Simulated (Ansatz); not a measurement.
Data:

ZrSiS:
```cif
data_S2Si2Zr2
_chemical_formula_sum 'Zr2 Si2 S2'
_space_group_name_H-M_alt 'P 1'
_space_group_IT_number 1
_cell_length_a 3.49780
_cell_length_b 3.49780
_cell_length_c 7.97355
_cell_angle_alpha 90.000
_cell_angle_beta 90.000
_cell_angle_gamma 90.000
loop_
_space_group_symop_operation_xyz
  'x, y, z'
loop_
_atom_site_label
_atom_site_type_symbol
_atom_site_fract_x
_atom_site_fract_y
_atom_site_fract_z
_atom_site_occupancy
Zr1 Zr 0.00000 0.50000 0.72853 1
Zr2 Zr 0.50000 0.00000 0.27147 1
Si1 Si 0.00000 0.00000 0.00000 1
Si2 Si 0.50000 0.50000 0.00000 1
S1 S 0.50000 0.00000 0.62021 1
S2 S 0.00000 0.50000 0.37979 1
```

This is the LDA-relaxed structure.

Question: All from the program Ansatz at the LDA level (PAW), unless another level is named. Estimate the electronic character.

Answer: metallic (no gap).

Question: What about the formation energy from the elements (no fitted shifts)?

Answer: -1.38 eV/atom.

Question: And the density of states at the Fermi level?

Answer: 0.07 states/eV per atom (mean over ±0.08 eV).

Space group P4/nmm. The first step of the workflow began from a Materials Project structure, measured or hypothetical; the Crystallography Open Database files this formula in space group No. 129, but the cells were not matched. Its standing as an ambient phase is unchecked. Symmetry was held in the LDA relaxation; of distortions, only those at the zone centre were tested. No spin polarisation was allowed. The references are the lowest solids computed at this level, not always the standard phases. Spin–orbit coupling is left out wherever it is not named.

Potentials: the later of the program's two PAW sets.
